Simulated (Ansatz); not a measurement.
Ansatz (an electronic-structure program) input:

Ansatz 0.2 input:
```yaml
crystal:
  lattice:
    - [-1.7824359812, 1.7824359812, 2.520169764]
    - [1.7824359812, -1.7824359812, 2.520169764]
    - [1.7824359812, 1.7824359812, -2.520169764]
  atoms:
    - { symbol: Zn, position: [0.0, 0.0, 0.0] }
    - { symbol: S, position: [0.5, 0.5, 0.0] }
kpoints:
  mp_grid: { grid: [8, 8, 8] }
hamiltonian:
  xc: hse06
  pseudopotentials: { azcp: { folder: ./paw }, kind: paw }
scf:
  n_extra_bands: 6
  occupations: { method: fixed }
output:
  eigenvalues: true
  eigenstates:
    e_range: [-9.0, 8.2]
    kpoints:
      - [0.0, 0.372396, -0.1875]  # VBM
      - [0.5, 0.5, 0.5]  # CBM
      - [0.0, 0.0, 0.0]  # GAMMA
      - [0.5, 0.5, -0.5]  # M
      - [0.0, 0.0, 0.5]  # X
      - [0.25, 0.25, 0.25]  # P
      - [0.0, 0.5, 0.0]  # N
      - [-0.3750570835, 0.3750570835, 0.3750570835]  # S_0
      - [0.3750570835, 0.6249429165, -0.3750570835]  # S
      - [-0.250114167, 0.250114167, 0.5]  # R
      - [0.5, 0.5, -0.250114167]  # G
```

Output (shortened):

```
Pseudopotential: Zn, paw, valence charge 12
Pseudopotential: S, paw, valence charge 6
Functional definition: HSE06
davidson cushion auto → on  (no smearing: the cushion is to keep the highest requested band from converging to the state above it …
Crystal: 2 atoms, lattice volume = 32.027 Å³
Basis set: ecut = 420 eV, 609 PW (Γ)
Bands: 15, of which v1, the nominal top of the filled ones, is band 9 counted from 1 (8 counted from 0)
Symmetry: 16 space group operations
Space group: I4/mmm (ITA 139), of the structure as read, at distance tolerance 3.2e-5 Å
k-points: 59 of 512
SCF iter   1: F=—  HF=-4222.154313 eV  |F-HF|=—  |Δ(HF+E_count)|=         —  Δρ=4.74e-2  dr2=3.63e-1  ethr=1.00e-1  ⟨swp⟩=6.5  Hψ=3507  notcnv=0
preconditioner: auto → none
iter 2 solved again at ethr=1.67e-4 eV; its pass at ethr=2.02e-3 eV (dr2=3.01e-2 eV) is discarded
SCF iter   2: F=—  HF=-4222.090672 eV  |F-HF|=—  |Δ(HF+E_count)|=   6.36e-2  Δρ=1.19e-2  dr2=2.99e-2  ethr=1.67e-4  ⟨swp⟩=2.8  Hψ=4725  notcnv=0  defer=4
WARN: iter 2: σ=0 fill of 9 bands saw a band overlap (occupied 8.7266 eV > unoccupied 8.4608 eV) — on an unconverged iterate often a transient of an (band_overlap_at_count)
SCF iter   3: F=—  HF=-4222.082172 eV  |F-HF|=—  |Δ(HF+E_count)|=   8.50e-3  Δρ=1.06e-2  dr2=1.52e-2  ethr=1.66e-4  ⟨swp⟩=3.0  Hψ=2594  notcnv=0  defer=2
SCF iter   4: F=—  HF=-4222.079902 eV  |F-HF|=—  |Δ(HF+E_count)|=   2.27e-3  Δρ=2.06e-3  dr2=1.04e-3  ethr=8.46e-5  ⟨swp⟩=3.0  Hψ=2218  notcnv=0
SCF iter   5: F=—  HF=-4222.079952 eV  |F-HF|=—  |Δ(HF+E_count)|=   4.99e-5  Δρ=5.91e-4  dr2=5.88e-5  ethr=5.79e-6  ⟨swp⟩=3.1  Hψ=2520  notcnv=0
SCF iter   6: F=—  HF=-4222.079979 eV  |F-HF|=—  |Δ(HF+E_count)|=   2.76e-5  Δρ=2.34e-4  dr2=1.08e-5  ethr=3.27e-7  ⟨swp⟩=3.1  Hψ=2429  notcnv=0
SCF iter   7: F=—  HF=-4222.079977 eV  |F-HF|=—  |Δ(HF+E_count)|=   2.56e-6  Δρ=5.33e-5  dr2=6.00e-7  ethr=6.00e-8  ⟨swp⟩=2.6  Hψ=2066  notcnv=0
SCF iter   8: F=-4222.079977 eV  HF=-4222.079977 eV  |F-HF|=1.27e-8  |Δ(HF+E_count)|=   1.28e-7  Δρ=9.32e-6  dr2=1.32e-8  ethr=3.33e-9  ⟨swp⟩=4.0  Hψ=2730  notcnv=0
SCF 1 converged in 8 iterations: F = -4222.079977 eV  dr2 = 1.32e-8
the semilocal solve that the exchange loop of this hybrid SCF starts from is a metal's under the fill by count (scf.occupations.method …
Crystal: 2 atoms, lattice volume = 32.027 Å³
Exchange kernel: α = 0.2500, screened, ω = 0.2079 Å⁻¹, Wigner–Seitz truncation, v(0) = 1046.9167 eV·Å³, q-mesh 8×8×8, nearest image of the exchange supercell L …
Frozen-core exchange: fock
iter 1 solved again at ethr=4.63e-4 eV; its pass at ethr=1.00e-1 eV (dr2=8.34e-2 eV) is discarded
SCF iter   1: F=—  HF=-4222.780424 eV  |F-HF|=—  |Δ(HF+E_count)|=         —  Δρ=2.50e-2  dr2=9.64e-2  ethr=4.63e-4  ⟨swp⟩=3.8  Hψ=4465  notcnv=0
preconditioner: auto → none
SCF iter   2: F=—  HF=-4222.754485 eV  |F-HF|=—  |Δ(HF+E_count)|=   2.59e-2  Δρ=3.85e-3  dr2=6.11e-3  ethr=4.63e-4  ⟨swp⟩=3.0  Hψ=2364  notcnv=0
SCF iter   3: F=—  HF=-4222.761369 eV  |F-HF|=—  |Δ(HF+E_count)|=   6.88e-3  Δρ=5.10e-3  dr2=4.06e-3  ethr=2.54e-5  ⟨swp⟩=4.0  Hψ=3029  notcnv=0
SCF iter   4: F=—  HF=-4222.760905 eV  |F-HF|=—  |Δ(HF+E_count)|=   4.65e-4  Δρ=2.11e-3  dr2=6.56e-4  ethr=1.98e-5  ⟨swp⟩=2.0  Hψ=2006  notcnv=0
SCF iter   5: F=—  HF=-4222.761636 eV  |F-HF|=—  |Δ(HF+E_count)|=   7.32e-4  Δρ=8.37e-4  dr2=1.09e-4  ethr=3.29e-6  ⟨swp⟩=2.0  Hψ=2007  notcnv=0
SCF iter   6: F=-4222.761575 eV  HF=-4222.761576 eV  |F-HF|=4.54e-7  |Δ(HF+E_count)|=   6.04e-5  Δρ=4.12e-5  dr2=9.59e-7  ethr=5.62e-7  ⟨swp⟩=3.5  Hψ=2449  notcnv=0
SCF 2 stopped early in 6 iterations: F = -4222.761575 eV  dr2 = 9.59e-7
hybrid outer 1: dexx = +1.227e-2 eV, tail = 5.06e-5 eV
Crystal: 2 atoms, lattice volume = 32.027 Å³
Exchange kernel: α = 0.2500, screened, ω = 0.2079 Å⁻¹, Wigner–Seitz truncation, v(0) = 1046.9167 eV·Å³, q-mesh 8×8×8, nearest image of the exchange supercell L …
Frozen-core exchange: fock
SCF iter   1: F=—  HF=-4222.760876 eV  |F-HF|=—  |Δ(HF+E_count)|=         —  Δρ=1.08e-4  dr2=3.04e-6  ethr=1.40e-6  ⟨swp⟩=2.3  Hψ=2032  notcnv=0
preconditioner: auto → none
iter 2 solved again at ethr=2.30e-10 eV; its pass at ethr=1.26e-8 eV (dr2=4.13e-8 eV) is discarded
SCF iter   2: F=—  HF=-4222.760876 eV  |F-HF|=—  |Δ(HF+E_count)|=   7.98e-8  Δρ=1.43e-5  dr2=1.46e-7  ethr=2.30e-10  ⟨swp⟩=3.1  Hψ=5407  notcnv=0
SCF iter   3: F=-4222.760876 eV  HF=-4222.760876 eV  |F-HF|=1.87e-8  |Δ(HF+E_count)|=   6.42e-7  Δρ=1.42e-5  dr2=3.72e-8  ethr=2.30e-10  ⟨swp⟩=4.2  Hψ=3297  notcnv=0  defer=1
SCF 3 converged in 3 iterations: F = -4222.760876 eV  dr2 = 3.72e-8
hybrid outer 2: dexx = +6.556e-7 eV, tail = 1.04e-7 eV, Δε = 5.32e-3 eV (about 3.19e-4 eV left of the loop's levels)
the search or the solves at the SCF's close seem to have found levels that the self-consistency loop had missed (the run counts 2) …
NSCF: frozen V_eff on 11 k-points
hybrid SCF converged: 2 outer / 9 inner (+8 warm-up), last move |dexx| = 6.56e-7 eV, tail = 1.04e-7 eV
Stability not checked (fock_operator)
Free energy (F): -4222.760876 eV
Frozen-core exchange: fock
Harris-Foulkes:  -4222.760876 eV  (|F-HF|=1.87e-8)
Internal energy: -4222.760876 eV  (E = F + TS)
E sigma→0 (E₀):  -4222.760876 eV
Fermi energy:    8.051145 eV
--- Per-component energies (eV) ---
  E_band       = 18.500699
  E_kinetic    = 251.658010
  E_local      = -2026.400451  (includes V_loc(G=0)·N_el)
  E_nonlocal   = 863.766256
  E_hartree    = 769.641666
  E_xc         = -134.346878
  E_vxc        = -107.494868  (∫ρ·V_xc dr)
  E_exx        = -53.253503  (= α·E_x^exact, valence–valence)
  E_paw        = -2491.577469  (= ΣΔE_a)
  E_vpaw       = -395.811391  (= ΣTr[D̂ρ^β])
  E_aug_tail   = -0.000260  (compensation charges beyond the density's cutoff)
  E_ewald      = -1402.795569
  E_core_change = 0.547321  (= ΣΔE_core)
  E_smearing   =  0.000000  (= −TS)
  E_closure    =  0.000000  (closes the sum)
  Σ components = -4222.760876   (vs F -4222.760876, Δ=9.09e-13)
  [band-id]    e_kinetic+e_local+e_nonlocal+2·e_hartree+e_vxc+2·e_exx+e_vpaw+e_augmentation_tail = 18.493622   (vs E_band 18.500699, Δ=-7.08e-3)
--- Band table (eV; the first three rows and the last of 59) ---
  k-point 0: bands = ["-7.3161", "-0.1238", "-0.1238", "-0.0702", "-0.0702", "-0.0700", "7.4659", "7.4676", "7.4676", "11.3436", "18.2249", "18.2249", "18.2268", "21.4882", "21.4925"]
  k-point 1: bands = ["-7.0430", "-0.2235", "-0.1118", "-0.0901", "-0.0515", "-0.0513", "6.4053", "7.1186", "7.1206", "12.8964", "17.0449", "17.1745", "18.4443", "18.4450", "21.7576"]
  k-point 2: bands = ["-6.3326", "-0.3574", "-0.1387", "-0.0829", "0.0084", "0.0085", "4.9353", "6.3288", "6.3313", "12.1934", "15.5587", "17.1067", "19.3966", "19.4005", "22.5192"]
  k-point 58: bands = ["-5.2450", "-0.2086", "-0.0414", "0.1391", "0.1391", "0.6844", "2.2135", "5.2890", "5.2890", "8.7988", "14.3033", "21.7867", "22.4132", "22.4132", "24.2174"]
```

Cost: around 3 core-minutes (rough) on shared cores.

The points marked VBM and CBM come from a semilocal run.

Space group Fm-3m (rock salt). This is a known high-pressure phase of the composition, computed here at zero pressure and temperature. The r²SCAN+D4 relaxation kept the symmetry of its start; its stability against distortions is not shown here. Point labels and valley counts follow the cell and symmetry of the run, lower than the named group.

Potentials: the earlier of the program's two PAW sets.

Ansatz is a plane-wave DFT program.
